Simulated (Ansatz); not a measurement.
Method: Ansatz 0.2.0, DFT PBE, scalar-relativistic, plane waves, PAW. All cells share a 420 eV cutoff and Γ-centred k meshes spaced about 0.3 Å⁻¹ or finer (0.25 for metals, 2π included). No spin polarisation in the final relaxations.

Temperature and zero-point effects are left out. All come from trial cells, and lower structures may exist.

Question: Which of these relaxed structures of Mg2Ti3O3 is the lowest in energy?
A.

```
CELL_PARAMETERS angstrom
6.53640 0.00000 0.00000
-3.26820 5.66069 0.00000
0.00000 0.00000 2.77843
ATOMIC_POSITIONS crystal
Mg 0.00000 0.00000 0.50000
Mg 0.66667 0.33333 0.00000
Ti 0.58960 0.79480 0.00000
Ti 0.20520 0.79480 0.00000
Ti 0.20520 0.41040 0.00000
O 0.99610 0.49805 0.50000
O 0.50195 0.49805 0.50000
O 0.50195 0.00390 0.50000
```

B.

```
CELL_PARAMETERS angstrom
3.24048 0.00000 0.00000
0.00000 3.24048 0.00000
0.00000 0.00000 9.45583
ATOMIC_POSITIONS crystal
Mg 0.50000 0.50000 0.50000
Mg 0.00000 0.00000 0.00000
Ti 0.00000 0.00000 0.26645
Ti 0.00000 0.00000 0.73355
Ti 0.50000 0.50000 0.00000
O 0.50000 0.50000 0.29119
O 0.50000 0.50000 0.70881
O 0.00000 0.00000 0.50000
```

C.

```
CELL_PARAMETERS angstrom
2.83933 -3.11318 0.00000
2.83933 3.11318 0.00000
0.00000 0.00000 7.76216
ATOMIC_POSITIONS crystal
Mg 0.00000 0.50000 0.00000
Mg 0.50000 0.00000 0.00000
Ti 0.00000 0.00000 0.50000
Ti 0.50000 0.50000 0.32084
Ti 0.50000 0.50000 0.67916
O 0.70096 0.29904 0.50000
O 0.29904 0.70096 0.50000
O 0.00000 0.00000 0.00000
```

Answer: A. It has space group P-6m2 (No. 187); the next, B, with space group P4/mmm (No. 123), lies 165 meV/atom higher. Counting O atoms around Mg and Ti (those within 1.25 times the shortest such distance or 1.15 times the sum of covalent radii; a plus sign parts nearer from farther groups; the shortest distance is added where it is long for a bond; a slash parts the counts of unlike sites), the lowest has Mg 6/6 from 3.3 Å, Ti 4 and the next has Mg 2+4/8 from 3.6 Å, Ti 2 from 2.8 Å/5.

With atoms moved at random, P-6m2 (by 0.37 eV/atom) fell into a lower structure. Without a clear test, and held by symmetry: P4/mmm and Cmmm. Some types were kept out of the candidates beforehand, so the set may lack a known form.
